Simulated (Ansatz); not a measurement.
TiSi in space group Cmmm (No. 65; Ti on 2b, Si on 2d) under volume change, plane-wave PAW PBEsol (Ansatz code), shape and atoms relaxed at each volume.

| V (Å³/atom) | E − E(relaxed) (meV/atom) | P (GPa) |
|---|---|---|
| 12.855 | 60.3 | 16.33 |
| 13.278 | 25.6 | 10.17 |
| 13.702 | 6.0 | 4.71 |
| 14.126 | 0.0 | 0.00 |
| 14.550 | 5.2 | -3.81 |
| 14.974 | 19.8 | -7.04 |
| 15.397 | 42.1 | -9.80 |

What does a third-order Birch–Murnaghan fit give for V₀, B₀ and B′?

V₀ = 14.14 Å³/atom, B₀ = 139 GPa, B′ = 4.5.

The first step of the workflow began from a Materials Project structure, measured or hypothetical; the Crystallography Open Database copy checked does not list it. COD files the formula under space group No. 25. Its standing as an ambient phase is unchecked. The PBEsol relaxation kept the symmetry of its start; whether a distortion lowers the energy is not shown. No spin polarisation was allowed.

Potentials: the earlier of the program's two PAW sets. The files were generated under PBE; for other functionals the program regenerates the frozen cores, and for LDA and PBEsol the local potential too.
